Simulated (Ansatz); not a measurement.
## Optical constants of Ti2Co

Level of theory: DFT PBEsol, scalar-relativistic, plane waves, PAW in Ansatz 0.2.0. Settings: 420 eV plane-wave cutoff, Γ-centred 10×10×10 mesh, Gaussian smearing of 0.20 eV. Collinear spin, site moments 0.0, 0.0, 0.0, 0.0, 1.0, 1.0 μB.

Equilibrium structure at this level:
```
CELL_PARAMETERS angstrom
0.00000 3.49088 3.49088
3.49088 0.00000 3.49088
3.49088 3.49088 0.00000
ATOMIC_POSITIONS crystal
Ti 0.12500 0.12500 0.12500
Ti 0.62500 0.12500 0.12500
Ti 0.12500 0.12500 0.62500
Ti 0.12500 0.62500 0.12500
Co 0.50000 0.50000 0.50000
Co 0.75000 0.75000 0.75000
```

In a metal these results depend on the k mesh and the smearing.

Independent-particle response (no local fields, no excitons) on a 14×14×14 mesh, broadened by 0.1 eV; the Drude term is undamped and its weight carries the smearing above, which sets much of it in a semimetal. The run couldn't bound its error over part or most of this range, so small peaks and near ties are unsure. Light polarised along x. ε₁ lacks the small share of bands above those solved.

Question: Tabulate n, κ, the reflectivity and the absorption coefficient against photon energy.

Answer:
| E (eV) | n | κ | R | α (10⁵ cm⁻¹) |
| --- | --- | --- | --- | --- |
| 0.1 | 5.03 | 30.13 | 0.98 | 3.05 |
| 0.4 | 7.05 | 8.94 | 0.81 | 3.63 |
| 0.7 | 6.39 | 6.70 | 0.74 | 4.76 |
| 1.0 | 5.29 | 6.96 | 0.76 | 7.06 |
| 1.3 | 4.07 | 5.72 | 0.72 | 7.54 |
| 1.6 | 3.11 | 5.05 | 0.71 | 8.18 |
| 1.9 | 3.21 | 3.99 | 0.62 | 7.68 |
| 2.2 | 3.04 | 3.84 | 0.61 | 8.56 |
| 2.5 | 2.97 | 3.77 | 0.60 | 9.56 |
| 2.8 | 2.79 | 3.73 | 0.61 | 10.59 |
| 3.1 | 2.57 | 3.58 | 0.60 | 11.26 |
| 3.4 | 2.18 | 3.57 | 0.62 | 12.31 |
| 3.7 | 1.97 | 3.29 | 0.60 | 12.32 |
| 4.0 | 1.87 | 3.04 | 0.57 | 12.34 |
| 4.3 | 1.82 | 2.98 | 0.57 | 12.97 |
| 4.6 | 1.74 | 2.85 | 0.56 | 13.30 |
| 4.9 | 1.68 | 2.70 | 0.54 | 13.41 |
| 5.2 | 1.66 | 2.72 | 0.54 | 14.33 |
| 5.5 | 1.65 | 2.52 | 0.51 | 14.03 |
| 5.8 | 1.59 | 3.16 | 0.62 | 18.56 |
| 6.1 | 0.94 | 2.95 | 0.70 | 18.24 |
| 6.4 | 0.84 | 2.53 | 0.66 | 16.39 |
| 6.7 | 0.89 | 2.28 | 0.60 | 15.50 |
| 7.0 | 0.94 | 2.36 | 0.60 | 16.75 |
| 7.3 | 0.83 | 2.18 | 0.59 | 16.16 |
| 7.6 | 0.67 | 2.18 | 0.65 | 16.82 |
| 7.9 | 0.68 | 2.08 | 0.62 | 16.69 |

Question: Where is the highest local maximum of ε₂ between 0.3 and 8 eV?

Answer: At 0.9 eV, where ε₂ = 86.0.

Cost: 1 run of about 9.6 core-minutes, on Arm Neoverse V2 (shared hosts).